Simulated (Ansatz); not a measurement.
The guess for NbIn2P3 was made by a generator: random cell by space group and Wyckoff sites (P4mm, No. 99). Its size is a rough estimate.

```cif
data_structure
_symmetry_space_group_name_H-M 'P 1'
_symmetry_Int_Tables_number 1
_cell_length_a 3.8063
_cell_length_b 3.8063
_cell_length_c 8.4769
_cell_angle_alpha 90.000
_cell_angle_beta 90.000
_cell_angle_gamma 90.000
_cell_volume 122.82
loop_
_atom_site_label
_atom_site_type_symbol
_atom_site_fract_x
_atom_site_fract_y
_atom_site_fract_z
_atom_site_occupancy
Nb1 Nb 0.00000 0.00000 0.31122 1
In1 In 0.00000 0.50000 0.57153 1
In2 In 0.50000 0.00000 0.57153 1
P1 P 0.00000 0.50000 0.14333 1
P2 P 0.50000 0.00000 0.14333 1
P3 P 0.50000 0.50000 0.51411 1
```

All numbers below come from DFT PBE, scalar-relativistic, plane waves, PAW in Ansatz 0.2.0. Cutoff 420 eV, Gaussian smearing, Γ-centred meshes. Cell and atoms relax first on a coarse mesh and then on a finer one. In between, the cell is made exact in the group found at 0.06 Å. In metals the finer mesh still leaves noise of several meV/atom or more. The steps can't lower the symmetry of their start. No spin polarisation in the relaxation; trial moments died out in a coarse test.

A guess keeps its type if space group and coordination stay and the shape of the cell changes little (axis ratios within about 15 %, angles within 6°); the volume may change.

Question: Does it keep its structure type, or change into something else?

Answer: It doesn't keep its type. The symmetry stays P4mm (No. 99). The volume per atom shrinks by 0.8 %, from 20.5 to 20.3 Å³. The shortest distance goes from 1.96 Å (In–P) to 2.61 Å (Nb–P). The ratio c/a of the conventional cell changes by a factor of 0.99. Counting neighbours within 15 % of an atom's shortest distance, the start has In 2, Nb 4, P 4/6 and the end In 5, Nb 8, P 4/7. In detail, at the end Nb has 4 P at 2.61 Å and 4 P at 2.85 Å; In is surrounded by 4 In at 2.69 Å, 1 P at 2.97 Å and 2 P at 3.30 Å; around P on a site of symmetry 2mm lie 2 Nb at 2.61 Å, 4 P at 2.69 Å, 1 In at 2.97 Å and 2 P at 3.33 Å; 1 more site not described.

```cif
data_structure
_symmetry_space_group_name_H-M 'P4mm'
_symmetry_Int_Tables_number 99
_cell_length_a 3.8100
_cell_length_b 3.8100
_cell_length_c 8.3964
_cell_angle_alpha 90.000
_cell_angle_beta 90.000
_cell_angle_gamma 90.000
_cell_volume 121.88
loop_
_atom_site_label
_atom_site_type_symbol
_atom_site_symmetry_multiplicity
_atom_site_Wyckoff_symbol
_atom_site_fract_x
_atom_site_fract_y
_atom_site_fract_z
_atom_site_occupancy
Nb1 Nb 1 a 0.00000 0.00000 0.28374 1
In1 In 2 c 0.00000 0.50000 0.71691 1
P1 P 2 c 0.00000 0.50000 0.07094 1
P2 P 1 b 0.50000 0.50000 0.39561 1
```

The zero of energy is the elements' standard structures at the same level; no fitted shifts are applied. The references include black phosphorus.

Question: At what energy does it end?

Answer: +0.14 eV/atom. The separate elements lie lower, so it is unstable against them.

The last run used a 10×10×6 mesh (in the run's order of axes) for its 6-atom cell and Gaussian smearing of 0.10 eV. The reference form of P is held partly by dispersion forces, which this level lacks. Symmetry constrained the relaxation, so the result can be a saddle point.

In counts of neighbours, a slash parts the counts of unlike sites.
